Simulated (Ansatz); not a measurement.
Here is the system:

Au:
```
Au
1.0
    2.89428     0.00000     0.00000
   -1.44714     2.50652     0.00000
    0.00000     0.00000     4.79293
Au
2
Direct
  0.33333   0.66667   0.75000
  0.66667   0.33333   0.25000
```

This is the r²SCAN+D4-relaxed structure. Cartesian axes are those of the cell as given.

### Question
All from plane-wave PAW r²SCAN+D4 (Ansatz code), unless another level is named. Predict the Young's modulus.

### Answer
71.5 GPa.

### Question
And the elastic constants (relaxed ions, GPa)?

### Answer
C11 = 193, C12 = 153, C13 = 130, C33 = 212, C44 = 24.1.

Space group P6_3/mmc (hcp (Mg type)). The workflow started from an entry of the Crystallography Open Database (COD), which files this formula under 2 space groups. It is not the phase usual at ambient conditions (space group No. 225). The cell was relaxed with r²SCAN+D4 under the symmetry of its start; whether a distortion lowers the energy is not shown. The pairwise dispersion correction was not fitted to metals. As this level gives no gap, shear constants depend on the k-mesh and smearing (Fermi–Dirac, 0.1 eV here). On the denser mesh and wider smearing of the elastic run this cell carries a stress of 0.6 GPa. Scalar-relativistic: spin–orbit coupling is off unless named, which matters more the heavier the elements.

Potentials: the later of the program's two PAW sets.
